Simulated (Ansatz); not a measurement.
Single point in Ansatz 0.2.0 with r2SCAN, no spin polarisation. Cutoff 500 eV, PAW datasets, 6×6×9 Γ-centred k mesh, fermi-dirac filling (width 0.1 eV).

Computed maps in the lattice plane spanned by a (left to right, 7.24 Å, 22 points from zero) and b (bottom to top, 7.24 Å, 22 points from zero), 120° apart, at height 0.500 along c. The fields are smooth PAW ones with compensation charges, not the true ones near nuclei.

Valence density. Digits on a logarithmic scale: 0 up to 0.03 e/Å³, each further digit a factor of 1.6, 9 from 1.3 e/Å³ up:
```
3345678865445688765433
4457999975557999975443
5579999975579999975544
6699999976799999966555
6799999866899999766776
7899998656899998779997
7899986556899987799997
6677765556777667999997
5555666666555567999976
4455788875544568999865
4457999975444567887654
4579999975444455655444
5699999965554444444455
6899999866665433345666
7899998777875433457877
7799977799986434689997
6677667999985445899997
6555669999975457999996
5445579999864468999975
4344579997654567999754
3334567776544567776543
2345667765444567766543
```

The cell is YAs4Ir6. Which atoms lie within 0.2 Å of this plane, and where (fractions of a and b)?

As at (0.81, 0.19), As at (0.38, 0.19), As at (0.81, 0.62), Ir at (0.20, 0.80), Ir at (0.60, 0.80), Ir at (0.20, 0.40). The whole cell:
```
CELL_PARAMETERS angstrom
7.23885 0.00000 0.00000
-3.61942 6.26903 0.00000
0.00000 0.00000 3.77474
ATOMIC_POSITIONS crystal
Ir 0.53500 0.46500 0.00000
Ir 0.93000 0.46500 0.00000
Ir 0.53500 0.07000 0.00000
Y 0.00000 0.00000 0.00000
As 0.81200 0.18800 0.50000
As 0.37600 0.18800 0.50000
As 0.81200 0.62400 0.50000
As 0.33330 0.66670 0.00000
Ir 0.20020 0.79980 0.50000
Ir 0.59960 0.79980 0.50000
Ir 0.20020 0.40040 0.50000
```

Origin: a known structure type with other elements, at an estimated volume, so it need not be a known compound.
